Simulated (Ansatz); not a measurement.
Geometry optimisation in Ansatz: input, command and trajectory.

```yaml
crystal:
  lattice:
    - [4.2139423755, 0.0, 0.0]
    - [0.0, 4.2139423755, 0.0]
    - [0.0, 0.0, 4.2139423755]
  atoms:
    - { symbol: Ba, position: [0.0, 0.0, 0.0] }
    - { symbol: Ru, position: [0.0, 0.5, 0.5] }
    - { symbol: Ru, position: [0.5, 0.0, 0.5] }
    - { symbol: Ru, position: [0.5, 0.5, 0.0] }
basis:
  ecutwfc: 420
kpoints:
  mp_grid: { grid: [4, 4, 4] }
hamiltonian:
  xc: pbe
scf:
  occupations: { method: gaussian, width: 0.1 }
  lower_state_search: "off"
output:
  forces: true
  stress: true
  eigenvalues: true
relax:
  adjacent_minimum: "off"
  f_tol: 0.04
  max_steps: 70
  cell: { stress_tol: 0.4 }
```

```bash
ansatz run input.yaml --threads 1 --pin off --max-ram 2560MiB --backend cpu --events-out ev --progress --plain --runs-dir out
```

These are results of DFT PBE, scalar-relativistic, plane waves, PAW (Ansatz), not measurements.

Of 5 frames 5 are shown, positions in Å and forces in eV/Å; the SCF threshold varies from step to step. Steps run on the plane waves of an earlier cell, with a Pulay correction in the pressure. The basis is chosen afresh for the last frame, the zero of the energies, and at times for earlier ones too; energy and pressure step there, also at an unchanged geometry. The mark taken_back stands on steps that the optimiser undid.

```xyz
4
Lattice="4.2139 0.0000 0.0000 0.0000 4.2139 0.0000 0.0000 0.0000 4.2139" Properties=species:S:1:pos:R:3:forces:R:3 pbc="T T T" step=1 free_energy_over_end_meV_per_atom=11.16 pressure_GPa=-4.38
Ba    0.0000    0.0000    0.0000    0.0000    0.0000    0.0000
Ru    0.0000    2.1070    2.1070    0.0000    0.0000    0.0000
Ru    2.1070    0.0000    2.1070    0.0000    0.0000    0.0000
Ru    2.1070    2.1070    0.0000    0.0000    0.0000    0.0000
4
Lattice="4.0744 0.0000 0.0000 0.0000 4.0744 0.0000 0.0000 0.0000 4.0744" Properties=species:S:1:pos:R:3:forces:R:3 pbc="T T T" step=2 free_energy_over_end_meV_per_atom=22.28 pressure_GPa=7.63 taken_back
Ba    0.0000    0.0000    0.0000    0.0000    0.0000    0.0000
Ru    0.0000    2.0372    2.0372    0.0000    0.0000    0.0000
Ru    2.0372    0.0000    2.0372    0.0000    0.0000    0.0000
Ru    2.0372    2.0372    0.0000    0.0000    0.0000    0.0000
4
Lattice="4.1609 0.0000 0.0000 0.0000 4.1609 0.0000 0.0000 0.0000 4.1609" Properties=species:S:1:pos:R:3:forces:R:3 pbc="T T T" step=3 free_energy_over_end_meV_per_atom=-0.04 pressure_GPa=-0.54
Ba    0.0000    0.0000    0.0000    0.0000    0.0000    0.0000
Ru    0.0000    2.0804    2.0804    0.0000    0.0000    0.0000
Ru    2.0804    0.0000    2.0804    0.0000    0.0000    0.0000
Ru    2.0804    2.0804    0.0000    0.0000    0.0000    0.0000
4
Lattice="4.1537 0.0000 0.0000 0.0000 4.1537 0.0000 0.0000 0.0000 4.1537" Properties=species:S:1:pos:R:3:forces:R:3 pbc="T T T" step=4 free_energy_over_end_meV_per_atom=-0.21 pressure_GPa=0.05
Ba    0.0000    0.0000    0.0000    0.0000    0.0000    0.0000
Ru    0.0000    2.0768    2.0768    0.0000    0.0000    0.0000
Ru    2.0768    0.0000    2.0768    0.0000    0.0000    0.0000
Ru    2.0768    2.0768    0.0000    0.0000    0.0000    0.0000
4
Lattice="4.1537 0.0000 0.0000 0.0000 4.1537 0.0000 0.0000 0.0000 4.1537" Properties=species:S:1:pos:R:3:forces:R:3 pbc="T T T" step=5 free_energy_over_end_meV_per_atom=0.00 pressure_GPa=0.06
Ba    0.0000    0.0000    0.0000    0.0000    0.0000    0.0000
Ru    0.0000    2.0768    2.0768    0.0000    0.0000    0.0000
Ru    2.0768    0.0000    2.0768    0.0000    0.0000    0.0000
Ru    2.0768    2.0768    0.0000    0.0000    0.0000    0.0000
```

The start puts this composition into another compound's structure type, which needn't suit it. At the end the space group is Pm-3m (tolerance 0.05 Å).

It took 10 s on 1 thread of Arm Neoverse V1 (shared host), peak memory 0.34 GiB.

The k mesh is coarse.